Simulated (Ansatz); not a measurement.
# Bi4Te3: opening a crack plane

Bi4Te3, R-3m, a = 4.438 Å, c = 41.507 Å. The structure is a COD entry; whether it is the stable form wasn't checked. Ansatz: PBEsol, PAW, 420 eV, Γ-centred 9×9×3 mesh on 7 atoms, Gaussian smearing 0.03 eV; no spin polarisation. One cut on (001) per cell of 7 atoms is opened rigidly by x, between planes of Te and Bi that stand 2.41 Å apart; y is the energy per area (17.058 Å², 1 eV/Å² = 16.02 J/m²).

```tsv
x (Å)	y (J/m²)
0.00	0.000
0.50	0.071
1.00	?
2.00	0.298
3.00	0.330
6.00	0.339
```

Q: Fit the universal binding curve y = W[1 − (1 + x/l) e^(−x/l)] to the other rows, give the peak stress, and predict the missing value.

A: Least squares gives W = 0.341 J/m² and l = 0.571 Å. The stress dy/dx peaks at x = l with W/(e l) = 2.2 GPa, for rigid faces. At x = 1.00: x/l = 1.751, y = 0.178 J/m². The run gave 0.176 J/m², so the fit is 0.002 J/m² too high, within the rms miss on the fitted rows (0.003 J/m²).

Spin–orbit coupling is left out, which can shift energies with elements as heavy as these.

Cost: 6 runs of about 7.8 core-minutes in all, on Intel Xeon 6975P-C (Granite Rapids) (shared hosts).